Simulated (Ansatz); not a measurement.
SbP$_{3}$: reading a single point

```
Sb P
1.0
     3.69617    2.13398    3.47143
    -3.69617    2.13398    3.47143
     0.00000   -4.26797    3.47143
Sb P
2 6
Direct
  0.26900 0.26900 0.26900
  0.73100 0.73100 0.73100
  0.79700 0.25200 0.79700
  0.79700 0.79700 0.25200
  0.25200 0.79700 0.79700
  0.20300 0.74800 0.20300
  0.74800 0.20300 0.20300
  0.20300 0.20300 0.74800
```

The numbers come from plane-wave PAW DFT (Ansatz): r2SCAN, no spin polarisation, 500 eV, 6×6×6 Γ-centred k points, fermi-dirac occupations (width 0.1 eV). Nothing was relaxed.

(1) What is the formation energy?

(2) Which atom feels the largest force, and which way?

(3) What does the stress say?

(4) Which element gives electrons and which takes them?

(5) Is there a gap?

Origin: a known structure type with other elements, at an estimated volume, so it need not be a known compound.

## Answers

(1) 0.14 eV an atom against the elements' usual phases (free molecules for gases, crystals otherwise, with no correction for O₂ or N₂), so at this geometry it isn't bound against them. Relaxing would lower it.

(2) The largest is on Sb1 (and as large on other atoms): 0.80 eV/Å, components (0.00, 0.00, -0.80). It makes 117° with the line to a nearest neighbour, P8 at 2.62 Å.

(3) The pressure is 4.4 GPa (compression positive), so with the atoms held at these fractions the cell would first expand.

(4) Bader charges in e: Sb +0.65, P -0.22. In the mean Sb gives up most and P takes most.

(5) It is a metal, with about 1.3 states/eV a cell as the mean within 0.25 eV of the Fermi level, mostly P p (37 %), Sb p (33 %) and P s (17 %).
